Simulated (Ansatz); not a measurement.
SiGe (NiAs type, P6_3/mmc), PBE in the plane-wave PAW code Ansatz, all energies at zero smearing, with the estimated change up to a 700 eV cutoff added, with one set of potentials and settings (totals compare only within such a set). Cell of 4 atoms (2 Ge, 2 Si): -9859.996 eV.

```json
[
 {"element": "Ge", "reference phase": "Fd-3m, 2 atoms in the cell", "E (eV/atom)": "-4294.9847"},
 {"element": "Si", "reference phase": "Fd-3m, 2 atoms in the cell", "E (eV/atom)": "-635.8096"}
]
```

Formation energy per atom, worked out: (-9859.996 − 2×(-4294.9847) − 2×(-635.8096))/4 = 0.398 eV/atom (38 kJ per mol of atoms), at 0 K, without zero-point energy or fitted corrections.

A made-up cell: these elements were put on the sites of a structure type; neither database checked (COD, Materials Project) lists it. Its standing as an ambient phase is unchecked. The PBE relaxation kept the symmetry of its start; whether a distortion lowers the energy is not shown. The references are the lowest solids computed at this level, not always the standard phases.

Potentials: the later of the program's two PAW sets.
